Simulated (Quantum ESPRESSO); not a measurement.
# Nb2ZrF2O6: one run as intended and one with a planted mistake

Simulated, not a measurement. The program is pw.x of Quantum ESPRESSO 7.5 (plane-wave density functional theory). The cell is made up: 11 atoms on a rutile lattice with one site empty, with randomly drawn elements, strain and displacements, not relaxed. PseudoDojo standard norm-conserving files (v0.5 for PBE, v0.4.1 for LDA and PBEsol) set the functional; there is no spin polarisation, spin-orbit coupling or dispersion term, and the masses in the input are unused placeholders.

Intended input:

```
&control calculation='scf', pseudo_dir='./dojo.nc.sr.pbe.v0_5.standard.upf', outdir='./o', disk_io='medium', tprnfor=.true., tstress=.true. /
&system ibrav=0, nat=11, ntyp=4, nbnd=50, ecutwfc=84.00895049, nosym=.true., tot_charge=0,
 occupations='smearing', smearing='fd', degauss=0.0018374661
/
&electrons conv_thr=7.350e-09, electron_maxstep=60, /
ATOMIC_SPECIES
F 1.0 F.upf
Nb 1.0 Nb.upf
O 1.0 O.upf
Zr 1.0 Zr.upf
CELL_PARAMETERS angstrom
5.03 0.0 0.0
0.0 5.03 0.0
0.0 0.0 6.7135
ATOMIC_POSITIONS angstrom
Nb -0.0805 0.1794 0.2883
Zr 0.1336 -0.0465 3.3069
Nb 2.438 2.519 4.9901
F 1.5262 1.4217 0.1142
O 3.633 3.4612 0.0403
O 4.137 0.9546 1.7762
O 1.0546 3.9938 1.7477
O 1.6301 1.7938 3.3435
O 3.4069 3.5136 3.2725
F 4.0801 1.0304 5.1193
O 0.9577 3.9709 5.002
K_POINTS automatic
4 4 3 1 1 1
```

The log is shortened where brackets say so; the opening notice, blank lines, dates and the lines on written files are dropped, and the path of the files is cut. It prints rydbergs, bohrs and kilobars, and counts compression as positive stress. Where no state is partly filled, the Fermi energy that it prints is only some level between the filled and the empty states on the mesh, and need not lie in the true gap.

Log of the intended run:

```
     Program PWSCF v.7.5
     Parallel version (MPI & OpenMP), running on       1 processor cores
     Number of MPI processes:                 1
     Threads/MPI process:                     1
     [start-up lines left out]
     bravais-lattice index     =            0
     lattice parameter (alat)  =       9.5053  a.u.
     unit-cell volume          =    1146.2558 (a.u.)^3
     number of atoms/cell      =           11
     number of atomic types    =            4
     number of electrons       =        88.00
     number of Kohn-Sham states=           50
     kinetic-energy cutoff     =      84.0090  Ry
     charge density cutoff     =     336.0358  Ry
     scf convergence threshold =      7.3E-09
     mixing beta               =       0.7000
     number of iterations used =            8  plain     mixing
     Exchange-correlation= PBE
                           (   1   4   3   4   0   0   0)
     [axes and pseudopotential details left out]
   Cartesian axes
     site n.     atom                  positions (alat units)
         1        Nb     tau(   1) = (  -0.0160040   0.0356660   0.0573161  )
         2        Zr     tau(   2) = (   0.0265606  -0.0092445   0.6574354  )
         3        Nb     tau(   3) = (   0.4846918   0.5007952   0.9920676  )
         4        F      tau(   4) = (   0.3034195   0.2826441   0.0227038  )
         5        O      tau(   5) = (   0.7222664   0.6881113   0.0080119  )
         6        O      tau(   6) = (   0.8224652   0.1897813   0.3531213  )
         7        O      tau(   7) = (   0.2096620   0.7939960   0.3474553  )
         8        O      tau(   8) = (   0.3240755   0.3566203   0.6647117  )
         9        O      tau(   9) = (   0.6773161   0.6985288   0.6505964  )
        10        F      tau(  10) = (   0.8111531   0.2048509   1.0177535  )
        11        O      tau(  11) = (   0.1903976   0.7894433   0.9944334  )
     number of k points=    24  Fermi-Dirac smearing, width (Ry)=  0.0018
                       cart. coord. in units 2pi/alat
        k(    1) = (   0.1250000   0.1250000   0.1248728), wk =   0.0833333
        k(    2) = (   0.1250000   0.1250000  -0.3746183), wk =   0.0833333
     [further k points left out]
     Dense  grid:   119283 G-vectors     FFT dimensions: (  60,  60,  75)
     Estimated max dynamical RAM per process >     178.32 MB
     Initial potential from superposition of free atoms
     starting charge      87.9930, renormalised to      88.0000
     Starting wfcs are   62 randomized atomic wfcs
     total cpu time spent up to now is        7.6 secs
     per-process dynamical memory:    97.9 Mb
     Self-consistent Calculation
     iteration #  1     ecut=    84.01 Ry     beta= 0.70
     Davidson diagonalization with overlap
     ethr =  1.00E-02,  avg # of iterations =  2.0
     total cpu time spent up to now is       24.5 secs
     total energy              =    -643.39771642 Ry
     estimated scf accuracy    <       7.86450649 Ry
     iteration #  2     ecut=    84.01 Ry     beta= 0.70
     Davidson diagonalization with overlap
     ethr =  8.94E-03,  avg # of iterations =  6.0
     total cpu time spent up to now is       63.4 secs
     total energy              =    -636.97571111 Ry
     estimated scf accuracy    <      98.22293208 Ry
     [iterations 3 to 19 left out]
     iteration # 20     ecut=    84.01 Ry     beta= 0.70
     Davidson diagonalization with overlap
     ethr =  1.86E-11,  avg # of iterations =  4.3
     total cpu time spent up to now is      432.0 secs
     total energy              =    -648.00238872 Ry
     estimated scf accuracy    <          9.7E-09 Ry
     iteration # 21     ecut=    84.01 Ry     beta= 0.70
     Davidson diagonalization with overlap
     ethr =  1.11E-11,  avg # of iterations =  2.6
     total cpu time spent up to now is      446.0 secs
     End of self-consistent calculation
     [lines on levels left out]
     the Fermi energy is     6.3431 ev
!    total energy              =    -648.00238872 Ry
     estimated scf accuracy    <          3.8E-09 Ry
     smearing contrib. (-TS)   =      -0.00000000 Ry
     internal energy E=F+TS    =    -648.00238872 Ry
     The total energy is F=E-TS. E is the sum of the following terms:
     one-electron contribution =    -256.65432660 Ry
     hartree contribution      =     165.69562017 Ry
     xc contribution           =    -142.94651866 Ry
     ewald contribution        =    -414.09716364 Ry
     convergence has been achieved in  21 iterations
     Forces acting on atoms (cartesian axes, Ry/au):
     atom    1 type  2   force =    -0.04922000   -0.20647093    0.13195277
     atom    2 type  4   force =     0.02012177   -0.09656818   -0.04283350
     atom    3 type  2   force =    -0.02340660    0.16936462   -0.20720931
     atom    4 type  1   force =    -0.00951861   -0.00314365   -0.05500564
     atom    5 type  3   force =     0.04147588    0.09550195   -0.08735741
     atom    6 type  3   force =     0.05371134   -0.04397180   -0.08239018
     atom    7 type  3   force =    -0.11614008    0.14589282   -0.04418333
     atom    8 type  3   force =    -0.00608913   -0.05878860    0.17238365
     atom    9 type  3   force =     0.04035383    0.01498881    0.16856065
     atom   10 type  1   force =    -0.00089974   -0.00035086    0.01713801
     atom   11 type  3   force =     0.04961133   -0.01645420    0.02894429
     Total force =     0.532416     Total SCF correction =     0.000126
     Computing stress (Cartesian axis) and pressure
          total   stress  (Ry/bohr**3)                   (kbar)     P=     -213.84
  -0.00117175  -0.00027750  -0.00016884         -172.37      -40.82      -24.84
  -0.00027750  -0.00145695  -0.00005358          -40.82     -214.32       -7.88
  -0.00016884  -0.00005358  -0.00173223          -24.84       -7.88     -254.82
     init_run     :      7.13s CPU      7.55s WALL (       1 calls)
     electrons    :    422.56s CPU    438.38s WALL (       1 calls)
     forces       :      2.91s CPU      2.93s WALL (       1 calls)
     stress       :     10.19s CPU     10.23s WALL (       1 calls)
     [timing details left out]
     PWSCF        :   7m22.91s CPU   7m39.35s WALL
     JOB DONE.
```

A second run has one planted mistake: the cell and the positions are scaled by a wrong factor. The input lines that differ, file-writing options aside:

```
- 5.03 0.0 0.0
+ 5.0038 0.0 0.0
- 0.0 5.03 0.0
+ 0.0 5.0038 0.0
- 0.0 0.0 6.7135
+ 0.0 0.0 6.6786
- Nb -0.0805 0.1794 0.2883
+ Nb -0.0801 0.1785 0.2868
- Zr 0.1336 -0.0465 3.3069
+ Zr 0.1329 -0.0463 3.2897
- Nb 2.438 2.519 4.9901
+ Nb 2.4253 2.5059 4.9642
- F 1.5262 1.4217 0.1142
+ F 1.5183 1.4143 0.1136
- O 3.633 3.4612 0.0403
+ O 3.6141 3.4432 0.0401
- O 4.137 0.9546 1.7762
+ O 4.1155 0.9496 1.767
- O 1.0546 3.9938 1.7477
+ O 1.0491 3.973 1.7386
- O 1.6301 1.7938 3.3435
+ O 1.6216 1.7845 3.3261
- O 3.4069 3.5136 3.2725
+ O 3.3892 3.4953 3.2555
- F 4.0801 1.0304 5.1193
+ F 4.0589 1.025 5.0927
- O 0.9577 3.9709 5.002
+ O 0.9527 3.9503 4.976
```

Its log:

```
     Program PWSCF v.7.5
     Parallel version (MPI & OpenMP), running on       4 processor cores
     Number of MPI processes:                 4
     Threads/MPI process:                     1
     [start-up lines left out]
     bravais-lattice index     =            0
     lattice parameter (alat)  =       9.4558  a.u.
     unit-cell volume          =    1128.4490 (a.u.)^3
     number of atoms/cell      =           11
     number of atomic types    =            4
     number of electrons       =        88.00
     number of Kohn-Sham states=           50
     kinetic-energy cutoff     =      84.0090  Ry
     charge density cutoff     =     336.0358  Ry
     scf convergence threshold =      7.3E-09
     mixing beta               =       0.7000
     number of iterations used =            8  plain     mixing
     Exchange-correlation= PBE
                           (   1   4   3   4   0   0   0)
     [axes and pseudopotential details left out]
   Cartesian axes
     site n.     atom                  positions (alat units)
         1        Nb     tau(   1) = (  -0.0160078   0.0356729   0.0573164  )
         2        Zr     tau(   2) = (   0.0265598  -0.0092530   0.6574403  )
         3        Nb     tau(   3) = (   0.4846916   0.5007994   0.9920860  )
         4        F      tau(   4) = (   0.3034294   0.2826452   0.0227027  )
         5        O      tau(   5) = (   0.7222711   0.6881170   0.0080139  )
         6        O      tau(   6) = (   0.8224749   0.1897758   0.3531316  )
         7        O      tau(   7) = (   0.2096607   0.7939966   0.3474559  )
         8        O      tau(   8) = (   0.3240737   0.3566290   0.6647148  )
         9        O      tau(   9) = (   0.6773252   0.6985291   0.6506055  )
        10        F      tau(  10) = (   0.8111635   0.2048443   1.0177665  )
        11        O      tau(  11) = (   0.1903953   0.7894600   0.9944442  )
     number of k points=    24  Fermi-Dirac smearing, width (Ry)=  0.0018
                       cart. coord. in units 2pi/alat
        k(    1) = (   0.1250000   0.1250000   0.1248715), wk =   0.0833333
        k(    2) = (   0.1250000   0.1250000  -0.3746144), wk =   0.0833333
     [further k points left out]
     Dense  grid:   117497 G-vectors     FFT dimensions: (  60,  60,  75)
     Estimated max dynamical RAM per process >     243.13 MB
     Estimated total dynamical RAM >     886.47 MB
     Initial potential from superposition of free atoms
     starting charge      87.9930, renormalised to      88.0000
     Starting wfcs are   62 randomized atomic wfcs
     total cpu time spent up to now is        5.6 secs
     per-process dynamical memory:   164.3 Mb
     Self-consistent Calculation
     iteration #  1     ecut=    84.01 Ry     beta= 0.70
     Davidson diagonalization with overlap
     ethr =  1.00E-02,  avg # of iterations =  2.0
     total cpu time spent up to now is       13.5 secs
     total energy              =    -643.50189406 Ry
     estimated scf accuracy    <       7.75270739 Ry
     iteration #  2     ecut=    84.01 Ry     beta= 0.70
     Davidson diagonalization with overlap
     ethr =  8.81E-03,  avg # of iterations =  6.0
     total cpu time spent up to now is       28.1 secs
     total energy              =    -637.06085177 Ry
     estimated scf accuracy    <      96.29003243 Ry
     [iterations 3 to 19 left out]
     iteration # 20     ecut=    84.01 Ry     beta= 0.70
     Davidson diagonalization with overlap
     ethr =  2.35E-11,  avg # of iterations =  2.2
     total cpu time spent up to now is      190.0 secs
     total energy              =    -648.02748500 Ry
     estimated scf accuracy    <          8.2E-09 Ry
     iteration # 21     ecut=    84.01 Ry     beta= 0.70
     Davidson diagonalization with overlap
     ethr =  9.36E-12,  avg # of iterations =  2.8
     total cpu time spent up to now is      198.0 secs
     End of self-consistent calculation
     [lines on levels left out]
     the Fermi energy is     6.5963 ev
!    total energy              =    -648.02748500 Ry
     estimated scf accuracy    <          2.7E-09 Ry
     smearing contrib. (-TS)   =      -0.00000000 Ry
     internal energy E=F+TS    =    -648.02748500 Ry
     The total energy is F=E-TS. E is the sum of the following terms:
     one-electron contribution =    -253.39143017 Ry
     hartree contribution      =     164.66846404 Ry
     xc contribution           =    -143.04085535 Ry
     ewald contribution        =    -416.26366351 Ry
     convergence has been achieved in  21 iterations
     Forces acting on atoms (cartesian axes, Ry/au):
     atom    1 type  2   force =    -0.04887644   -0.21310275    0.12605049
     atom    2 type  4   force =     0.02009624   -0.09585507   -0.03963162
     atom    3 type  2   force =    -0.02053427    0.17127069   -0.20461581
     atom    4 type  1   force =    -0.00551090   -0.00039967   -0.05448580
     atom    5 type  3   force =     0.04084294    0.09458728   -0.08724107
     atom    6 type  3   force =     0.04672134   -0.03716498   -0.07918440
     atom    7 type  3   force =    -0.11321371    0.14317810   -0.04773909
     atom    8 type  3   force =    -0.00849296   -0.06159565    0.16820269
     atom    9 type  3   force =     0.04082905    0.01534095    0.16842230
     atom   10 type  1   force =    -0.00096432   -0.00021477    0.01679137
     atom   11 type  3   force =     0.04910302   -0.01604414    0.03343094
     Total force =     0.528798     Total SCF correction =     0.000108
     Computing stress (Cartesian axis) and pressure
          total   stress  (Ry/bohr**3)                   (kbar)     P=     -201.50
  -0.00109329  -0.00028665  -0.00016853         -160.83      -42.17      -24.79
  -0.00028665  -0.00138891  -0.00005171          -42.17     -204.32       -7.61
  -0.00016853  -0.00005171  -0.00162708          -24.79       -7.61     -239.35
     init_run     :      5.21s CPU      5.43s WALL (       1 calls)
     electrons    :    191.90s CPU    192.40s WALL (       1 calls)
     forces       :      1.63s CPU      1.63s WALL (       1 calls)
     stress       :      5.00s CPU      5.00s WALL (       1 calls)
     [timing details left out]
     PWSCF        :   3m23.99s CPU   3m24.76s WALL
     JOB DONE.
```

|  | intended run | run with the mistake |
| --- | --- | --- |
| free energy (eV) | -8816.522 | -8816.863 |
| smearing term -TS (eV) | 0.0000 | 0.0000 |
| pressure (GPa) | -21.38 | -20.15 |
| largest force component (eV/Å) | 5.328 | 5.479 |
| largest change of a force component (eV/Å) |  | 0.180 |
| iterations | 21 | 21 |

For scale, a rerun of the intended cell at a cutoff of 1467 eV and k mesh 6 x 6 x 5 moved values by no more than 0.004 eV in energy, 0.04 GPa in stress and 0.002 eV/Å in force.